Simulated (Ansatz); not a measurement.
Relaxation of a generated trial cell of SnSe in the 6H structure type; 12 atoms in the cell, which starts as P6₃mc (No. 186), hP12; a = 4.5456 Å, b = 4.5456 Å, c = 22.3053 Å, α = 90.00°, β = 90.00°, γ = 120.00°. These are PBE (plane waves to 420 eV, PAW, scalar-relativistic; Ansatz, a program for electronic structure) values and carry that method's errors. Γ-centred k-mesh 5×5×1 on the run's cell (coarser than for final values), Fermi–Dirac smearing 0.05 eV. This is the first round of the run. 

The optimiser's lines from the output (shortened; P is positive under compression):

```
relax step   1: F+E_penalty+E_count = -68961.76493857 eV  Δ(F+E_penalty+E_count) = +0.000e0 eV  max|allowed force component| = 2.050e-1 eV/Å  Δτ_max = 0.0000 Å  P = +6.284 GPa  Ω = 399.144 Å³  (10 SCF iters, dr2 threshold 1.00e-7 eV, accepted)
relax step   2: F+E_penalty+E_count = -68962.91831454 eV  Δ(F+E_penalty+E_count) = -1.153e0 eV  max|allowed force component| = 5.989e-2 eV/Å  Δτ_max = 0.0258 Å  P = +0.410 GPa  Ω = 458.895 Å³  (9 SCF iters, dr2 threshold 1.20e-6 eV, accepted)
relax step   3: F+E_penalty+E_count = -68962.93825608 eV  Δ(F+E_penalty+E_count) = -1.994e-2 eV  max|allowed force component| = 1.885e-2 eV/Å  Δτ_max = 0.0219 Å  P = +0.047 GPa  Ω = 463.848 Å³  (7 SCF iters, dr2 threshold 7.12e-7 eV, accepted)
relax step   4: F+E_penalty+E_count = -68963.02861850 eV  Δ(F+E_penalty+E_count) = -9.036e-2 eV  max|allowed force component| = 1.291e-1 eV/Å  Δτ_max = 0.0944 Å  P = -1.061 GPa  Ω = 475.929 Å³  (9 SCF iters, dr2 threshold 3.04e-7 eV, accepted)
relax step   5: F+E_penalty+E_count = -68963.23747242 eV  Δ(F+E_penalty+E_count) = -2.089e-1 eV  max|allowed force component| = 2.168e-1 eV/Å  Δτ_max = 0.1019 Å  P = -1.752 GPa  Ω = 474.677 Å³  (8 SCF iters, dr2 threshold 1.20e-6 eV, accepted)
relax step   6: F+E_penalty+E_count = -68963.43549425 eV  Δ(F+E_penalty+E_count) = -1.980e-1 eV  max|allowed force component| = 2.315e-1 eV/Å  Δτ_max = 0.0555 Å  P = -1.702 GPa  Ω = 464.894 Å³  (8 SCF iters, dr2 threshold 1.20e-6 eV, accepted)
relax step   7: F+E_penalty+E_count = -68963.78358611 eV  Δ(F+E_penalty+E_count) = -3.481e-1 eV  max|allowed force component| = 2.471e-1 eV/Å  Δτ_max = 0.0541 Å  P = -0.507 GPa  Ω = 436.879 Å³  (8 SCF iters, dr2 threshold 1.20e-6 eV, accepted)
relax step   8: F+E_penalty+E_count = -68964.00387047 eV  Δ(F+E_penalty+E_count) = -2.203e-1 eV  max|allowed force component| = 2.886e-1 eV/Å  Δτ_max = 0.1321 Å  P = -0.356 GPa  Ω = 421.796 Å³  (8 SCF iters, dr2 threshold 1.20e-6 eV, accepted)
relax step   9: F+E_penalty+E_count = -68964.11375928 eV  Δ(F+E_penalty+E_count) = -1.099e-1 eV  max|allowed force component| = 2.903e-1 eV/Å  Δτ_max = 0.1906 Å  P = +0.552 GPa  Ω = 399.751 Å³  (8 SCF iters, dr2 threshold 1.20e-6 eV, accepted)
relax step  10: F+E_penalty+E_count = -68964.13976861 eV  Δ(F+E_penalty+E_count) = -2.601e-2 eV  max|allowed force component| = 4.868e-2 eV/Å  Δτ_max = 0.0614 Å  P = +0.082 GPa  Ω = 400.964 Å³  (6 SCF iters, dr2 threshold 1.20e-6 eV, accepted)
relax step  11: F+E_penalty+E_count = -68964.13972758 eV  Δ(F+E_penalty+E_count) = +4.103e-5 eV  max|allowed force component| = 2.876e-2 eV/Å  Δτ_max = 0.0285 Å  P = +0.013 GPa  Ω = 399.252 Å³  (7 SCF iters, dr2 threshold 1.48e-7 eV, rejected (line search))
relax step  12: F+E_penalty+E_count = -68964.14102927 eV  Δ(F+E_penalty+E_count) = -1.261e-3 eV  max|allowed force component| = 9.126e-3 eV/Å  Δτ_max = 0.0139 Å  P = -0.041 GPa  Ω = 401.090 Å³  (11 SCF iters, accepted)
relax step  13: F+E_penalty+E_count = -68964.14139858 eV  Δ(F+E_penalty+E_count) = -3.693e-4 eV  max|allowed force component| = 6.860e-3 eV/Å  Δτ_max = 0.0071 Å  P = +0.006 GPa  Ω = 399.885 Å³  (6 SCF iters, dr2 threshold 1.87e-8 eV, accepted)
relax step  14: F+E_penalty+E_count = -68964.15069903 eV  Δ(F+E_penalty+E_count) = -9.300e-3 eV  max|allowed force component| = 6.673e-3 eV/Å  Δτ_max = 0.0000 Å  P = +0.057 GPa  Ω = 399.885 Å³  stress off target by 8.64e-2 GPa  SCF on the basis re-selected at this cell (its energy is not comparable with the rows above)  (10 SCF iters)
relax step  15: F+E_penalty+E_count = -68964.15088506 eV  Δ(F+E_penalty+E_count) = -1.860e-4 eV  max|allowed force component| = 7.691e-4 eV/Å  Δτ_max = 0.0012 Å  P = +0.003 GPa  Ω = 400.447 Å³  (5 SCF iters, dr2 threshold 1.86e-8 eV, accepted)
relax step  16: F+E_penalty+E_count = -68964.15092126 eV  Δ(F+E_penalty+E_count) = -3.620e-5 eV  max|allowed force component| = 7.762e-4 eV/Å  Δτ_max = 0.0000 Å  P = +0.003 GPa  Ω = 400.447 Å³  stress off target by 3.98e-3 GPa  SCF on the basis re-selected at this cell (its energy is not comparable with the rows above)  (7 SCF iters)
```

From the first to the last row the energy changes by -0.20 eV/atom and the volume by +0.3 %. The last row is marked as not comparable with the walk above it, whose basis was carried along; it does compare with step 1, since both stand on a basis selected at the nominal cutoff for their own cell.

Step 11 was rejected by the optimiser.

Later rounds, restarted from the end of this one on a renewed k-mesh, logged 4 more steps and released under 1 meV/atom more. The final structure after all rounds: P6₃mc (No. 186), hP12; a = b = 5.122 Å, c = 17.562 Å, α = β = 90.00°, γ = 120.00°. Between re-selections the logged energies stand on a plane-wave basis carried along with the cell. No spin polarisation in the result.

The run could not lose the symmetry of its start: the end is stationary, and may be a saddle point rather than a minimum.

The relaxed structure here is a generated cell of SnSe: the first start was made by placing the elements on the sites of a structure type, and the end was not matched to a known phase here, so it may be hypothetical. Known forms of SnSe include space group No. 62.
